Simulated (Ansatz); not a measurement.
# Calculation log, LiPb (Pm-3m) (bands, slopes and optics on a fine k mesh)

Computed with PBEsol, all-electron LAPW in Ansatz 0.2.0, scalar-relativistic; not a measurement.

Cell and atoms were relaxed beforehand by PAW with this functional.

Command line:

```sh
ansatz run input.yaml --threads 1 --pin off --max-ram 3072MiB --backend cpu --events-out ev --progress --plain --runs-dir out
```

input.yaml:

```yaml
crystal:
  lattice:
    - [3.50799826904, 0.0, 0.0]
    - [0.0, 3.50799826904, 0.0]
    - [0.0, 0.0, 3.50799826904]
  atoms:
    - { symbol: Li, position: [0.5, 0.5, 0.5] }
    - { symbol: Pb, position: [0.0, 0.0, 0.0] }
kpoints:
  mp_grid: { grid: [10, 10, 10] }
scf:
  occupations: { method: fermi_dirac, width: 0.05 }
hamiltonian:
  xc: pbesol
  pseudopotentials: { kind: all_electron, lapw: { basis_error: 0.001 } }
output:
  forces: true
  stress: true
  eigenvalues: true
  eigenstates:
    nscf_kmesh: { grid: [16, 16, 16] }
    de_dk: true
    e_range: [-14, 14]
  optics:
    e_range: [0, 20]
    de: 0.2
    sigma: 0.1
    bands: { spectra_wanted_up_to: 20 }
    nscf_kmesh: { grid: [16, 16, 16] }
    drude_damping: 0.2
checkpoint:
  write: ck
  write_wavefunctions: false
```

The program printed:

```
Warning: RAYON_NUM_THREADS=1 ignored (pool sized by the plan → 1); use --threads N
LAPW: plane waves up to 6.345 Å⁻¹, error target 1.0e-3 eV per atom; small_component_spin mean_spin; Li in spheres of 1.284 Å, 3 of its electrons in bands, Dirac shells []; Pb in spheres of 1.754 Å, 36 of its electrons in bands, ...
Engine: ansatz 0.2.0, aarch64-unknown-linux-gnu
Pseudopotentials: kind: all_electron
Pseudopotential: Li, LAPW, valence charge 3, lapw/all_electron/scalar/gaussian/Li, Koelling and Harmon's equation, gaussian nucleus
Pseudopotential: Pb, LAPW, valence charge 36, lapw/all_electron/scalar/gaussian/Pb, Koelling and Harmon's equation, gaussian nucleus
Functional definition: PBEsol
  exchange = pbesol_x
  correlation = pbesol_c
Crystal: 2 atoms, lattice volume = 43.170 Å³
Basis set: ecut = 153.38054094866732 eV, 179 PW (Γ), exchange–correlation at level 2
Bands: 24, of which v1, the nominal top of the filled ones, is band 20 counted from 1 (19 counted from 0)
Symmetry: 48 space group operations
Space group: Pm-3m (ITA 221), of the structure as read, at distance tolerance 3.5e-5 Å
k-points: 56 of 1000
Non-local potential: Li, projectors of the file, none
[... 25 lines left out ...]
Harris-Foulkes:  -568118.759065 eV  (|F-HF|=3.49e-10)
Internal energy: -568118.754735 eV  (E = F + TS)
E sigma→0 (E₀):  -568118.756900 eV
Entropy (-TS):   -0.004330 eV (-2.165 meV/atom)
Fermi energy:    11.629317 eV
--- Per-component energies (eV) ---
  E_band       = -2390.813045
  E_kinetic    = 654933.137871
  E_xc         = -10477.569718
  E_electrostatic = -1212574.322888  (all electrons and nuclei)
  E_smearing   = -0.004330  (= −TS)
  E_closure    = 0.000000  (closes the sum)
  Σ components = -568118.759065   (vs F -568118.759065, Δ=0.00e0)
  Basis errors (estimates in eV, not in F): energy 1.5e-4 per atom: plane waves 1.1e-4 (8.1e-5 summed), levels above the bands 6.6e-58, relativity 8.1e-9, radial functions 4.3e-5, core shells 9.4e-10; eigenvalues (radial ...
--- Forces (eV/Å), atoms counted from 1 ---
  atom   1  Li     0.00000000     0.00000000     0.00000000
  atom   2  Pb    -0.00000000     0.00000000    -0.00000000
  max |Σ_I F_I| component: 2.36e-32 eV/Å
--- Stress (GPa, compression-positive) ---
       -0.004579       0.000000       0.000000
        0.000000      -0.004579       0.000000
        0.000000       0.000000      -0.004579
  P = ⅓ Tr σ = -0.0046 GPa (-0.046 kbar)
--- Fermi surface from the table of eigenstates, both spin states counted (twice the sheets' area in a run without spin) ---
  How far the three rows differ hints at the mesh's error and does not bound it.
  reading                E - E_F (eV)   area (Å⁻²)  resistivity times mean free path along x, y, z (Ω·m²), under one mean free path over the surface
  by tetrahedra                0.0361       35.540  8.6021e-16  8.6021e-16  8.6021e-16
  by the states' slopes        0.0259       34.307  8.9112e-16  8.9112e-16  8.9112e-16
  on every second point        0.0600       30.148  1.0140e-15  1.0140e-15  1.0140e-15
```

The run converged.

Fermi surface:

Fermi surface of a crystal from Kohn-Sham levels and slopes on the fine mesh, each state quadratic over its cell; bands counted from the lowest that crosses; Cartesian axes as in the input.

* Fine mesh: 16, 16, 16
* Density of states at fermi level: 0.3361 states/eV/atom
* Sommerfeld coefficient: 0.7923 mJ/(mol-atom K²)
* Plasma energy (x, y, z): 8.706, 8.706, 8.706 eV
* Fermi speed weighted by states: 1.312 ×10⁶ m/s
* Fermi surface area mean of spins: 16.68 Å⁻²
* By tetrahedra resistivity times free path: 8.602, 8.602, 8.602 ×10⁻¹⁶ Ω·m²
* Conductivity over time (x, y, z): 15.49, 15.49, 15.49 ×10²⁰ Ω⁻¹m⁻¹s⁻¹

| band | filled part | states (states/eV/cell) | speed (×10⁶ m/s) | area (Å⁻²) |
| --- | --- | --- | --- | --- |
| 1 | 0.95 | 0.1109 | 1.325 | 2.777 |
| 2 | 0.52 | 0.4241 | 1.405 | 11.27 |
| 3 | 0.03 | 0.1372 | 1.015 | 2.634 |

Dielectric function:

Independent-particle optical response of a crystal from Kohn-Sham bands on the fine mesh with a Drude term, no local fields or excitons.

```
Fine mesh              : 16, 16, 16
Line width             : 0.1 eV
Drude damping          : 0.2 eV
Further gaussian width : 0.3 eV
```

```csv
photon energy (eV),dielectric real xx,dielectric imag xx
1.2,-74.49,14.69
2.4,-13.75,1.513
3.6,-2.364,4.021
4.8,-3.256,6.854
6,-3.691,2.656
7.2,-1.876,1.382
8.4,-0.897,1.063
9.6,-0.315,0.774
10.8,-0.334,0.49
12,-0.134,0.335
13.2,0.001,0.388
14.4,0.33,0.069
15.6,0.642,0.108
16.8,0.892,0.325
18,0.779,0.394
19.2,0.779,0.384
```

Optical constants:

Normal incidence from vacuum, light polarised along x.

| Item | Value |
| --- | --- |
| Fine mesh | 16, 16, 16 |
| Line width | 0.1 eV |
| Drude damping | 0.2 eV |
| Further gaussian width | 0.3 eV |

```tsv
photon energy (eV)	refractive index	extinction	reflectivity	loss function	absorption (×10⁵ cm⁻¹)
0.4	8.337	21.75	0.9405	0.0012	8.817
0.8	2.846	13.29	0.9405	0.0022	10.78
1.2	0.847	8.672	0.9569	0.0025	10.55
1.6	0.548	6.235	0.9469	0.0045	10.11
2	0.291	4.845	0.9536	0.0051	9.821
2.4	0.204	3.714	0.9465	0.0079	9.034
2.8	0.334	2.821	0.8629	0.0289	8.007
3.2	0.639	2.193	0.659	0.1029	7.114
3.6	1.072	1.875	0.4507	0.1848	6.84
4	1.446	1.852	0.3857	0.1757	7.51
4.4	1.584	2.109	0.4304	0.1381	9.404
4.8	1.472	2.329	0.4895	0.119	11.33
5.2	1.086	2.448	0.58	0.1034	12.9
5.6	0.775	2.244	0.6212	0.1096	12.73
6	0.654	2.03	0.6183	0.1284	12.34
6.4	0.492	1.904	0.6636	0.1253	12.35
6.8	0.382	1.654	0.6711	0.1522	11.4
7.2	0.477	1.45	0.5549	0.2546	10.58
7.6	0.403	1.454	0.605	0.2262	11.2
8	0.311	1.195	0.6046	0.3199	9.688
8.4	0.497	1.069	0.4126	0.5497	9.105
8.8	0.416	1.147	0.4985	0.4311	10.23
9.2	0.294	0.933	0.5376	0.5989	8.704
9.6	0.51	0.758	0.2852	1.109	7.379
10	0.57	0.936	0.3176	0.7393	9.49
10.4	0.382	0.903	0.4392	0.7467	9.518
10.8	0.36	0.681	0.3773	1.394	7.45
11.2	0.489	0.639	0.2548	1.491	7.253
11.6	0.423	0.672	0.3166	1.429	7.903
12	0.337	0.498	0.3379	2.568	6.056
12.4	0.498	0.395	0.1697	2.41	4.958
12.8	0.517	0.461	0.1775	2.074	5.977
13.2	0.441	0.44	0.2229	2.58	5.88
13.6	0.388	0.303	0.2314	4.011	4.174
14	0.445	0.14	0.1558	2.642	1.991
14.4	0.577	0.06	0.0731	0.6061	0.869
14.8	0.686	0.052	0.0357	0.3198	0.782
15.2	0.755	0.062	0.0207	0.286	0.961
15.6	0.804	0.067	0.0131	0.2539	1.059
16	0.858	0.066	0.0071	0.2065	1.072
16.4	0.935	0.094	0.0035	0.2263	1.567
16.8	0.96	0.169	0.0078	0.3605	2.884
17.2	0.935	0.2	0.0117	0.4477	3.488
17.6	0.927	0.214	0.0136	0.484	3.822
18	0.909	0.217	0.0149	0.5163	3.951
18.4	0.917	0.196	0.0122	0.4651	3.651
18.8	0.924	0.207	0.013	0.4763	3.95
19.2	0.908	0.212	0.0145	0.5091	4.12
19.6	0.91	0.201	0.0132	0.4852	3.994
20	0.912	0.204	0.0134	0.4887	4.142
```

Limits of these numbers: no spin-orbit coupling on heavy atoms; these sums move with the mesh, by several per cent and more for small sheets; spectra summed at the mesh points alone; Drude weight from the Fermi-surface sum.

Cost: 86 s on 1 thread of Arm Neoverse V2, with other jobs on the host, peak memory 0.38 GiB.
